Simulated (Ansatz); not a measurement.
SiSe2 in space group Ibam (No. 72; Si on 4a, Se on 8j) at seven volumes, the program Ansatz at the PBE+D3(BJ) level (PAW), shape and atoms relaxed at each. One row is withheld.

```
V (Å³/atom)  P (GPa)
-----------  -------
24.602          1.66
25.413          0.96
26.224          0.44
27.035          0.00
27.846         -0.31
28.657         -0.57
29.469             ?
```

Task: Fit the shown pressures and predict the withheld one.

Result: P = (3/2)B₀(x^(7/2) − x^(5/2))[1 + (3/4)(B′ − 4)(x − 1)] with x = (V₀/V)^(2/3). Least squares on the six rows gives V₀ = 27.053 Å³/atom, B₀ = 12.3 GPa, B′ = 7.57. At V = 29.469, x = 0.9446 and P = -0.76 GPa. The run itself gave -0.74 GPa.

The PBE+D3(BJ) relaxation kept the symmetry of its start; of distortions, only those at the zone centre were tested.

Potentials: the later of the program's two PAW sets.
